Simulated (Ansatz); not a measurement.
Harmonic vibrational thermodynamics of Na (bcc (W type), Im-3m) at fixed volume, PBEsol (plane waves, PAW; program Ansatz). The rows extrapolate the 0 K crystal and know nothing of melting or changes of phase.

```json
[
 {"T (K)": "50", "F_vib (meV/atom)": "14.5", "S (J/K per mol of atoms)": "9.9", "C_V (J/K per mol of atoms)": "15.1"},
 {"T (K)": "100", "F_vib (meV/atom)": "[?]", "S (J/K per mol of atoms)": "[?]", "C_V (J/K per mol of atoms)": "21.6"},
 {"T (K)": "200", "F_vib (meV/atom)": "[?]", "S (J/K per mol of atoms)": "38.9", "C_V (J/K per mol of atoms)": "[?]"},
 {"T (K)": "300", "F_vib (meV/atom)": "-72.9", "S (J/K per mol of atoms)": "48.8", "C_V (J/K per mol of atoms)": "24.5"},
 {"T (K)": "400", "F_vib (meV/atom)": "[?]", "S (J/K per mol of atoms)": "55.9", "C_V (J/K per mol of atoms)": "[?]"},
 {"T (K)": "600", "F_vib (meV/atom)": "-254.3", "S (J/K per mol of atoms)": "65.9", "C_V (J/K per mol of atoms)": "24.8"},
 {"T (K)": "800", "F_vib (meV/atom)": "-398.7", "S (J/K per mol of atoms)": "73.1", "C_V (J/K per mol of atoms)": "24.9"},
 {"T (K)": "1000", "F_vib (meV/atom)": "-556.2", "S (J/K per mol of atoms)": "78.6", "C_V (J/K per mol of atoms)": "24.9"}
]
```

**Question.** Some entries are withheld; supply them.

**Answer.** 
- 100, S (J/K per mol of atoms): 22.9
- 100, F_vib (meV/atom): 5.8
- 200, C_V (J/K per mol of atoms): 24.0
- 200, F_vib (meV/atom): -27.1
- 400, F_vib (meV/atom): -127.4
- 400, C_V (J/K per mol of atoms): 24.7

The cell was relaxed with PBEsol under the symmetry of its start.

Potentials: the earlier of the program's two PAW sets. The files were generated under PBE; for other functionals the program regenerates the frozen cores, and for LDA and PBEsol the local potential too.
